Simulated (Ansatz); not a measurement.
## GdRu3 (AuCu3-type structure)

Method: PBE+U (U_eff = 6 eV on Gd 4f), scalar-relativistic; collinear spin; PAW, 420 eV, 8×8×8 k-mesh, Gaussian smearing of 0.05 eV; code Ansatz; PAW files: Ansatz's generated set soft_2.

```
Gd Ru
1.0
     4.06838    0.00000    0.00000
     0.00000    4.06838    0.00000
     0.00000    0.00000    4.06838
Gd Ru
1 3
Direct
  0.00000 0.00000 0.00000
  0.00000 0.50000 0.50000
  0.50000 0.50000 0.00000
  0.50000 0.00000 0.50000
```

The cell came from substitution into a structure type; no database entry of this phase was matched, which doesn't show that none exists.

Magnetic state: ferromagnetic, site spin moments Gd 7.03; Ru -0.36 μB.

Which orbitals carry the states at the Fermi level, and how many states are there?

Within 0.1 eV of it: Ru 4d 90 % (shares among the projected shells; no valence p shell of Ru is among them). The density of states at the Fermi level is about 6 states/eV per cell, averaged over 0.3 eV.

Density of states (tetrahedra, averaged over 0.3 eV; states/eV per cell of 4 atoms; energy in eV from the Fermi level):

```csv
E (eV),DOS
-6.40,4.7
-6.10,18.6
-5.80,0.1
-5.50,0.2
-5.20,0.3
-4.90,0.4
-4.60,0.5
-4.30,1.4
-4.00,3.7
-3.70,4.9
-3.40,7.4
-3.10,7.7
-2.80,6.1
-2.50,5.1
-2.20,5.6
-1.90,4.2
-1.60,5.3
-1.30,6.5
-1.00,9.0
-0.70,9.0
-0.40,7.9
-0.10,6.0
0.20,4.9
0.50,4.1
0.80,4.0
1.10,3.0
1.40,3.1
1.70,2.0
2.00,0.5
2.30,0.2
2.60,0.1
2.90,0.1
3.20,0.6
3.50,3.4
3.80,7.1
4.10,4.9
```

Spin–orbit coupling, which matters for such heavy elements, is left out. The run wasn't fully tested for a lower electronic state. Site moments are of spin, integrated over atomic spheres. The moments were started parallel, and the real magnetic order may be another.
